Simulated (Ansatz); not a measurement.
BaTiO$_{3}$, a database entry at a rescaled volume

```
Ba Ti O
1.0
     4.08916    0.00000    0.00000
     0.00000    4.08916    0.00000
     0.00000    0.00000    8.17831
Ba Ti O
2 2 6
Cartesian
  0.0000 0.0000 0.0000
  0.0000 0.0000 4.0892
  2.0446 2.0446 2.0446
  2.0446 2.0446 6.1337
  2.0446 2.0446 0.0000
  2.0446 2.0446 4.0892
  0.0000 2.0446 2.0446
  0.0000 2.0446 6.1337
  2.0446 0.0000 2.0446
  2.0446 0.0000 6.1337
```

Single point in Ansatz 0.2.0 with r2SCAN, no spin polarisation. Cutoff 500 eV, PAW datasets, 6×6×3 Γ-centred k mesh, fermi-dirac filling (width 0.1 eV).

Metal or insulator? Give the gap.

The gap is 1.99 eV, indirect (the least direct gap found is 2.14 eV). A semilocal functional usually gives too small a gap.

Is it stable against the elements?

-3.37 eV an atom against the elements' usual phases (free molecules for gases, crystals otherwise, with no correction for O₂ or N₂), so it is bound against them; other compounds may still compete. Relaxing would lower it.

Is the cell too large or too small?

The pressure is -10.9 GPa (compression positive), so with the atoms held at these fractions the cell would first shrink.

What is the character of the valence top and the conduction bottom?

Within 0.7 eV of the edges, the states project mainly on O p (95 %) below the gap and on Ti d (89 %) above it.

Origin: a database entry at a rescaled volume. Caveats: atoms or cell far from equilibrium.
